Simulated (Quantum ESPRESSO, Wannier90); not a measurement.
Wannier functions of InSb (zinc blende)

Structure: Materials Project mp-20012, symmetrised, not relaxed again. COD (Crystallography Open Database) has an entry of this formula and space group (matched by these alone). Computed values, not measurements, from PBEsol: Quantum ESPRESSO (norm-conserving PseudoDojo potentials, cutoff 64 Ry, no spin polarisation, no spin-orbit coupling) on a Γ-centred 8×8×8 mesh, then Wannier90. Density: 8×8×8 mesh, Gaussian smearing 0.01 Ry. Spin-orbit coupling is left out although heavy elements are present.

Input w.win:

```
num_bands = 15
num_wann = 8
exclude_bands = 1-10
num_iter = 0
conv_tol = 1.0e-6
conv_window = 4
dis_num_iter = 1000
dis_conv_tol = 1.0e-6
dis_froz_max = 8.21
write_hr = true
write_u_matrices = true
begin projections
In: s;p
Sb: s;p
end projections
begin unit_cell_cart
ang
    0.0000000000    3.3166100000    3.3166100000
    3.3166100000    0.0000000000    3.3166100000
    3.3166100000    3.3166100000    0.0000000000
end unit_cell_cart
begin atoms_frac
In   0.0000000000  0.0000000000  0.0000000000
Sb  -0.2500000000 -0.2500000000 -0.2500000000
end atoms_frac
mp_grid = 8 8 8
begin kpoints
0.0000000000 0.0000000000 0.0000000000
0.0000000000 0.0000000000 0.1250000000
0.0000000000 0.0000000000 0.2500000000
... (509 more lines: the 8x8x8 mesh through Gamma)
end kpoints
```

On the energy scale of pw.x, whose zero is arbitrary, the Fermi level lies at 6.71 eV. Lines of w_hr.dat (R1 R2 R3 m n Re Im, eV) for R = 0 and one of the shortest lattice vectors, rounded to 0.01 eV, lines under 0.02 eV left out; orbitals in order: In1 s, In1 pz, In1 px, In1 py, Sb2 s, Sb2 pz, Sb2 px, Sb2 py.

```
    0    0    0    1    1     3.71     0.00
    0    0    0    5    1    -1.08     0.00
    0    0    0    6    1    -1.03     0.00
    0    0    0    7    1    -1.03     0.00
    0    0    0    8    1    -1.03     0.00
    0    0    0    2    2     9.39     0.00
    0    0    0    5    2     1.02     0.00
    0    0    0    6    2     0.11     0.00
    0    0    0    7    2     1.06     0.00
    0    0    0    8    2     1.06     0.00
    0    0    0    3    3     9.38     0.00
    0    0    0    5    3     1.02     0.00
    0    0    0    6    3     1.06     0.00
    0    0    0    7    3     0.11     0.00
    0    0    0    8    3     1.06     0.00
    0    0    0    4    4     9.38     0.00
    0    0    0    5    4     1.02     0.00
    0    0    0    6    4     1.06     0.00
    0    0    0    7    4     1.06     0.00
    0    0    0    8    4     0.11     0.00
    0    0    0    1    5    -1.08     0.00
    0    0    0    2    5     1.02     0.00
    0    0    0    3    5     1.02     0.00
    0    0    0    4    5     1.02     0.00
    0    0    0    5    5    -0.52     0.00
    0    0    0    1    6    -1.03     0.00
    0    0    0    2    6     0.11     0.00
    0    0    0    3    6     1.06     0.00
    0    0    0    4    6     1.06     0.00
    0    0    0    6    6     7.30     0.00
    0    0    0    1    7    -1.03     0.00
    0    0    0    2    7     1.06     0.00
    0    0    0    3    7     0.11     0.00
    0    0    0    4    7     1.06     0.00
    0    0    0    7    7     7.29     0.00
    0    0    0    1    8    -1.03     0.00
    0    0    0    2    8     1.06     0.00
    0    0    0    3    8     1.06     0.00
    0    0    0    4    8     0.11     0.00
    0    0    0    8    8     7.29     0.00
   -1    0    0    1    1    -0.03     0.00
   -1    0    0    3    1     0.09     0.00
   -1    0    0    5    1    -1.08     0.00
   -1    0    0    6    1     1.03     0.00
   -1    0    0    7    1    -1.03     0.00
   -1    0    0    8    1     1.03     0.00
   -1    0    0    2    2     0.12     0.00
   -1    0    0    3    2    -0.07     0.00
   -1    0    0    4    2     0.03     0.00
   -1    0    0    5    2    -1.02     0.00
   -1    0    0    6    2     0.11     0.00
   -1    0    0    7    2    -1.06     0.00
   -1    0    0    8    2     1.06     0.00
   -1    0    0    1    3     0.09     0.00
   -1    0    0    2    3     0.07     0.00
   -1    0    0    3    3    -0.31     0.00
   -1    0    0    4    3     0.07     0.00
   -1    0    0    5    3     1.02     0.00
   -1    0    0    6    3    -1.06     0.00
   -1    0    0    7    3     0.11     0.00
   -1    0    0    8    3    -1.06     0.00
   -1    0    0    2    4     0.03     0.00
   -1    0    0    3    4    -0.07     0.00
   -1    0    0    4    4     0.12     0.00
   -1    0    0    5    4    -1.02     0.00
   -1    0    0    6    4     1.06     0.00
   -1    0    0    7    4    -1.06     0.00
   -1    0    0    8    4     0.11     0.00
   -1    0    0    3    5    -0.05     0.00
   -1    0    0    5    5    -0.03     0.00
   -1    0    0    7    5    -0.08     0.00
   -1    0    0    1    6    -0.02     0.00
   -1    0    0    2    6     0.04     0.00
   -1    0    0    3    6    -0.02     0.00
   -1    0    0    4    6     0.06     0.00
   -1    0    0    6    6     0.07     0.00
   -1    0    0    7    6     0.03     0.00
   -1    0    0    8    6    -0.02     0.00
   -1    0    0    1    7     0.04     0.00
   -1    0    0    3    7    -0.05     0.00
   -1    0    0    5    7    -0.08     0.00
   -1    0    0    6    7    -0.03     0.00
   -1    0    0    7    7    -0.21     0.00
   -1    0    0    8    7    -0.03     0.00
   -1    0    0    1    8    -0.02     0.00
   -1    0    0    2    8     0.06     0.00
   -1    0    0    3    8    -0.02     0.00
   -1    0    0    4    8     0.04     0.00
   -1    0    0    6    8    -0.02     0.00
   -1    0    0    7    8     0.03     0.00
   -1    0    0    8    8     0.07     0.00
```
